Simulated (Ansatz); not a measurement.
Relaxed-ion elastic tensor of BaO (rock salt, Fm-3m) in GPa (Voigt order), DFT-PBEsol in the program Ansatz with PAW potentials; density 6.15 g/cm³, 20.69 Å³ per atom.

```
 134  49.1  49.1   0.0   0.0   0.0
49.1   134  49.1   0.0   0.0   0.0
49.1  49.1   134   0.0   0.0   0.0
 0.0   0.0   0.0  34.4   0.0   0.0
 0.0   0.0   0.0   0.0  34.4   0.0
 0.0   0.0   0.0   0.0   0.0  34.4
```

Question: Is the crystal mechanically stable?

Answer: Yes: the smallest eigenvalue of C is 34.4 GPa.

Question: Work out the Voigt, Reuss and Hill averages.

Answer: K_V = 77.5, K_R = 77.5, K_H = 77.5; G_V = 37.6, G_R = 37.2, G_H = 37.4 GPa.

Question: Give Young's modulus, Poisson's ratio, Pugh's ratio and the universal anisotropy index.

Answer: E = 9KG/(3K + G) = 96.7 GPa; ν = 0.29; K/G = 2.07 (ductile by the Pugh limit of 1.75); A_U = 5G_V/G_R + K_V/K_R − 6 = 0.05.

Question: Estimate the sound speeds and the Debye temperature.

Answer: v_l = √((K + 4G/3)/ρ) = 4550 m/s, v_t = √(G/ρ) = 2470 m/s, mean 2750 m/s; Θ = (h/k)(3n/4πV)^(1/3) v_m = 298 K.

Question: Give the Zener ratio and Young's modulus along [100], [110] and [111].

Answer: A = 2C44/(C11 − C12) = 0.81; 1/E = S11 − 2(S11 − S12 − S44/2)Γ with Γ = 0, 1/4, 1/3 gives 108, 93.7, 89.8 GPa.

Question: Solve the Christoffel equation for the three sound speeds along [100], [110], [111].

Answer: Eigenvalues of C_ijkl n_j n_l equal ρv². In km/s, slowest first: [100] 2.36, 2.36, 4.67; [110] 2.36, 2.63, 4.53; [111] 2.54, 2.54, 4.48.

Symmetry was held in the PBEsol relaxation. Spin–orbit coupling is left out wherever it is not named.

Potentials: the earlier of the program's two PAW sets. The files were generated under PBE; for other functionals the program regenerates the frozen cores, and for LDA and PBEsol the local potential too.
